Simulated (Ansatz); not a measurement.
Se:
```
Se
1.0
    4.50572     0.00000     0.00000
   -2.25286     3.90207     0.00000
    0.00000     0.00000     4.99131
Se
3
Direct
  0.21709   0.00000   0.83333
  0.00000   0.21709   0.16667
  0.78291   0.78291   0.50000
```

Tensor components refer to the Cartesian frame of this cell.

Q: Give the proper piezoelectric stress tensor with relaxed ions from r²SCAN in the plane-wave PAW code Ansatz.

A: In C/m², rows x, y, z, Voigt columns; mesh uncertainty up to 0.02.
```
-0.36   0.36   0.00  -0.02   0.00   0.00
 0.00   0.00   0.00   0.00   0.02   0.36
 0.00   0.00   0.00   0.00   0.00   0.00
```

The elastic tensor of the same run (GPa):

```
12.9   5.1  13.3   4.8   0.0   0.0
 5.1  12.9  13.3  -4.8   0.0   0.0
13.3  13.3  80.0   0.0   0.0   0.0
 4.8  -4.8   0.0  13.7   0.0   0.0
 0.0   0.0   0.0   0.0  13.7   4.8
 0.0   0.0   0.0   0.0   4.8   3.9
```

Q: Convert to strain constants d = e·S.

A: In pC/N:
```
-80.2   80.2    0.0   55.3    0.0    0.0
  0.0    0.0    0.0    0.0  -55.3  160.4
  0.0    0.0    0.0    0.0    0.0    0.0
```

Space group P3_121 (trigonal Se type). The r²SCAN relaxation kept the symmetry of its start. A crystal of weakly bound chains computed without a dispersion correction: the cell and the soft elastic constants depend strongly on that.

Potentials: the later of the program's two PAW sets.
